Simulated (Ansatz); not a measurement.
Ansatz input

```yaml
crystal:
  lattice:
    - [2.6718204257, 0.0, 0.0]
    - [0.0, 2.6718204257, 0.0]
    - [0.0, 0.0, 2.6718204257]
  atoms:
    - { symbol: Pt, position: [0.0, 0.0, 0.0] }
hamiltonian:
  xc: r2scan
  pseudopotentials:
    kind: paw
    azcp:
      Pt: "pseudopotentials/Pt.paw.azcp"
basis:
  ecutwfc: 500
  fft_grid_basis: typed
kpoints:
  mp_grid: { grid: [14, 14, 14], shift: [0, 0, 0] }
magnetization:
  spin_polarized: false
scf:
  occupations: { method: fermi_dirac, width: 0.1 }
  lower_state_search: "off"
output:
  stress: true
```

Output

```
Engine: ansatz 0.2.0, x86_64-unknown-linux-gnu
Pseudopotentials: kind: paw
Pseudopotential: Pt, paw, valence charge 18, recommended cutoff 500 eV (meta_gga) 
Functional definition: r2SCAN
  parameter k0 = 0.174
  parameter k1 = 0.065
  parameter a1 = 4.9479
  exchange = r2scan_x(k0 = k0, k1 = k1, a1 = a1)
  correlation = r2scan_c
Crystal: 1 atoms, lattice volume = 19.073 Å³
Basis set: ecut = 500 eV, 461 PW (Γ), exchange–correlation on 80×80×80 points (64 copies of the dense FFT grid, shifted against one another)
Bands: 13, of which v1, the nominal top of the filled ones, is band 9 counted from 1 (8 counted from 0)
Symmetry: 48 space group operations
Space group: Pm-3m (ITA 221), of the structure as read, at distance tolerance 2.7e-5 Å
k-points: 120 of 2744
Non-local potential: Pt, projectors of the file, l = 0: 3, l = 1: 2, l = 2: 2, l = 3: 1
PAW form: soft (Blöchl's): semilocal exchange-correlation on the pseudo side does not see the compensation charge
PAW frozen core: Pt, regenerated for the run's functional (the file was generated under x = pbe(κ = 0.804, μ = 0.2195149727645171), c = pbe(β = 0.06672455060314922))
PAW one-centre angular grid: Pt, 590 points (default); XC on 160 Gauss nodes
Initial density: superposition of atomic densities (neutral atoms: chi_scale 0, normalization atom), corrected by the library's trained network
Initial wavefunctions: pseudopotential atomic-orbital guess
Functional: x = r2scan, c = r2scan; τ floored in thin density (d = 2e-4 eV/Å³)
SCF iter   1: F=-12536.295758 eV  HF=-12536.305680 eV  |F-HF|=9.92e-3  |Δ(HF+E_count)|=         —  Δρ=1.40e-2  dr2=2.94e-2  dr2_τ=1.74e-2  ethr=1.77e-3  ⟨swp⟩=4.8  Hψ=8755  notcnv=0
SCF iter   2: F=-12536.308300 eV  HF=-12536.309774 eV  |F-HF|=1.47e-3  |Δ(HF+E_count)|=   4.09e-3  Δρ=6.12e-3  dr2=4.49e-3  dr2_τ=7.97e-4  ethr=1.63e-4  ⟨swp⟩=1.9  Hψ=3198  notcnv=0
SCF iter   3: F=-12536.309655 eV  HF=-12536.309642 eV  |F-HF|=1.31e-5  |Δ(HF+E_count)|=   1.31e-4  Δρ=1.18e-3  dr2=1.37e-4  dr2_τ=8.18e-6  ethr=2.49e-5  ⟨swp⟩=2.1  Hψ=2441  notcnv=0
SCF iter   4: F=-12536.309678 eV  HF=-12536.309682 eV  |F-HF|=4.10e-6  |Δ(HF+E_count)|=   4.02e-5  Δρ=2.12e-4  dr2=7.25e-6  dr2_τ=7.43e-7  ethr=7.62e-7  ⟨swp⟩=2.1  Hψ=2585  notcnv=0
SCF iter   5: F=-12536.309683 eV  HF=-12536.309683 eV  |F-HF|=5.40e-8  |Δ(HF+E_count)|=   3.56e-7  Δρ=3.30e-5  dr2=4.79e-8  dr2_τ=2.28e-8  ethr=4.03e-8  ⟨swp⟩=2.8  Hψ=2701  notcnv=0
SCF iter   6: F=-12536.309683 eV  HF=-12536.309683 eV  |F-HF|=4.41e-9  |Δ(HF+E_count)|=   6.11e-8  Δρ=1.35e-5  dr2=1.75e-8  dr2_τ=1.53e-9  ethr=2.66e-10  ⟨swp⟩=2.3  Hψ=5330  notcnv=0
SCF 1 converged in 6 iterations: F = -12536.309683 eV  dr2 = 1.75e-8
SCF converged after 6 iterations
Free energy (F): -12536.309683 eV
Harris-Foulkes:  -12536.309683 eV  (|F-HF|=4.41e-9)
Internal energy: -12536.259560 eV  (E = F + TS)
E sigma→0 (E₀):  -12536.284622 eV
Entropy (-TS):   -0.050122 eV (-50.122 meV/atom)
Fermi energy:    16.722932 eV
--- Per-component energies (eV) ---
  E_band       = -248.187588
  E_kinetic    = 636.180723
  E_local      = -1862.809962  (includes V_loc(G=0)·N_el)
  E_nonlocal   = 202.635827
  E_hartree    = 694.259155
  E_xc         = -248.842349
  E_vxc        = -335.670232  (∫ρ·V_xc dr)
  E_paw        = -9480.232495  (= ΣΔE_a)
  E_vpaw       = -298.591719  (= ΣTr[D̂ρ^β])
  E_aug_tail   = 0.000141  (compensation charges beyond the density's cutoff)
  E_vtau       = 21.543673  (kinetic-family band-sum trace: ∫τ·v_τ [+ j·A + Jᵃ·Aᵃ] dr)
  E_ewald      = -2477.219106
  E_core_change = -0.231494  (= ΣΔE_core)
  E_smearing   = -0.050122  (= −TS)
  E_closure    = 0.000000  (closes the sum)
  Σ components = -12536.309683   (vs F -12536.309683, Δ=0.00e0)
--- Stress (GPa, compression-positive) ---
      -12.611201       0.000000       0.000000
        0.000000     -12.611201       0.000000
        0.000000       0.000000     -12.611201
  P = ⅓ Tr σ = -12.6112 GPa (-126.112 kbar)
```

Command:

```sh
ansatz run input.yaml --threads 1 --pin off --max-ram 3584MiB --backend cpu --events-out ev --progress --plain --runs-dir out
```

On 1 thread of Intel(R) Xeon(R) Platinum 8259CL CPU @ 2.50GHz (Skylake/Cascade Lake) (shared host) this took about 5 s of wall time and 5 s of CPU time.
